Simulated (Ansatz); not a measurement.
ZnCu$_{2}$SnSe$_{4}$: from a starting cell to a relaxed one

The start is a relaxed ZnCu2SnSe4 cell with every coordinate shifted by Gaussian noise of σ = 0.1 Å. A full variable-cell relaxation at zero pressure is run with PBE (plane waves to 420 eV, PAW, scalar-relativistic; Ansatz, a program for electronic structure). The first steps use a coarse 5×5×6 k-mesh.

Starting cell:
```
CELL_PARAMETERS angstrom
     -2.88182     2.88182     5.76298
      2.88182    -2.88182     5.76298
      2.88182     2.88182    -5.76298
ATOMIC_POSITIONS crystal
  Cu 0.01525 0.02671 0.02734
  Cu 0.77019 0.25493 0.51625
  Zn 0.25936 0.75370 0.52011
  Sn 0.48338 0.48985 0.00063
  Se 0.61488 0.63287 0.51043
  Se 0.09776 0.09879 0.47211
  Se 0.35835 0.87342 0.97221
  Se 0.88757 0.37721 0.99720
```

```yaml
largest_initial_force: about 1.9 eV/Å, on Se7 (atoms numbered as listed)
relative_to_the_parent: The parent structure is recovered, I-4 (No. 82)
Shortest distances (start → end): "The closest pairs of elements (up to four, under 3.6 Å), start → end: Se–Zn 2.28 → 2.50 Å; Cu–Se 2.34 → 2.43 Å; Se–Sn 2.48 → 2.63 Å"
band_gap_at_the_end: 0.03 eV, direct at Γ (no spin-orbit coupling)
optimiser_moves: 5
```

It ends as:

Space group I-4 (No. 82); a = b = 5.7632 Å, c = 11.5282 Å, α = β = γ = 90.00°

| atom | site | symmetry | x | y | z |
|---|---|---|---|---|---|
| Cu | 2d | -4.. | 0.5000 | 0.0000 | 0.2500 |
| Cu | 2a | -4.. | 0.0000 | 0.0000 | 0.0000 |
| Zn | 2b | -4.. | 0.0000 | 0.0000 | 0.5000 |
| Sn | 2c | -4.. | 0.0000 | 0.5000 | 0.2500 |
| Se | 8g | 1 | 0.2596 | 0.2310 | 0.1198 |
(The calculation used a cell of 8 atoms; values per cell refer to that cell.)

Final values are on a 8×8×8 k-mesh of the relaxed cell. No spin polarisation in the result.
